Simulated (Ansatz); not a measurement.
The start is a randomly generated symmetric cell of Si2Mo (space group No. 12). The structure is fully relaxed (lattice and positions, P = 0) with r2SCAN (plane waves to 500 eV, PAW, scalar-relativistic; Ansatz, an electronic-structure program).

Ansatz input (later rounds restart from its end on a renewed k-mesh):
Ansatz 0.2 input:
```yaml
crystal:
  lattice:
    - [2.112004, -2.1573438, 0]
    - [2.112004, 2.1573438, 0]
    - [-0.2455947, 0, 5.3321034]
  atoms:
    - { symbol: Mo, position: [0, 0, 0.5] }
    - { symbol: Si, position: [0.5, 0.5, 0.5] }
    - { symbol: Si, position: [0, 0, 0] }
basis: { ecutwfc: 500, ecutrho_ratio: 4, xc_grid: 4, fft_grid_basis: typed }
kpoints: { mp_grid: { grid: [11, 11, 6] } }
hamiltonian:
  xc: r2scan
  dispersion: none
  pseudopotentials: { kind: paw }
scf: { occupations: { method: fermi_dirac, width: 0.05 } }
relax: { f_tol: 0.01, max_steps: 100, cell: { stress_tol: 0.02 } }
output: { forces: true, stress: true }
```

Problem. How large is the pressure on the unrelaxed cell, and of which sign?

Solution. +42.8 GPa (positive: the cell is compressed).

Problem. How does the volume change?

Solution. +13.0 %, from 16.20 to 18.30 Å³/atom.

Problem. What band gap does the relaxed structure have at this level?

Solution. No gap (metallic).

Problem. Give the final cell and atomic positions.

Solution. 
```cif
data_Mo2Si4
_chemical_formula_sum 'Mo2 Si4'
_space_group_name_H-M_alt 'C2/m'
_space_group_IT_number 12
_space_group_name_Hall '-C 2y'
_cell_length_a 4.93442
_cell_length_b 4.86826
_cell_length_c 4.80566
_cell_angle_alpha 90.000
_cell_angle_beta 107.976
_cell_angle_gamma 90.000
loop_
_space_group_symop_operation_xyz
  'x, y, z'
  '-x, -y, -z'
  '-x, y, -z'
  'x, -y, z'
  'x+1/2, y+1/2, z'
  '-x+1/2, -y+1/2, -z'
  '-x+1/2, y+1/2, -z'
  'x+1/2, -y+1/2, z'
loop_
_atom_site_label
_atom_site_type_symbol
_atom_site_symmetry_multiplicity
_atom_site_Wyckoff_symbol
_atom_site_fract_x
_atom_site_fract_y
_atom_site_fract_z
_atom_site_occupancy
Mo1 Mo 2 c 0.50000 0.50000 0.50000 1
Si1 Si 2 d 0.00000 0.50000 0.50000 1
Si2 Si 2 a 0.00000 0.00000 0.00000 1
```
(The calculation used a cell of 3 atoms; values per cell refer to that cell.)

The space group stays C2/m (No. 12) (the run could not lower it), with 3 atoms in the primitive cell. Final values are on a 14×14×10 k-mesh of the relaxed cell. No spin polarisation in the result.

The run could not lose the symmetry of its start: the end is stationary, and may be a saddle point rather than a minimum.

All atoms sit on sites fixed by symmetry, so only the cell could relax.

The relaxed structure here is a generated cell of Si2Mo: the first start was made by a random draw of sites in a space group, and the end was not matched to a known phase here, so it may be hypothetical. Known forms of Si2Mo include space group No. 139.
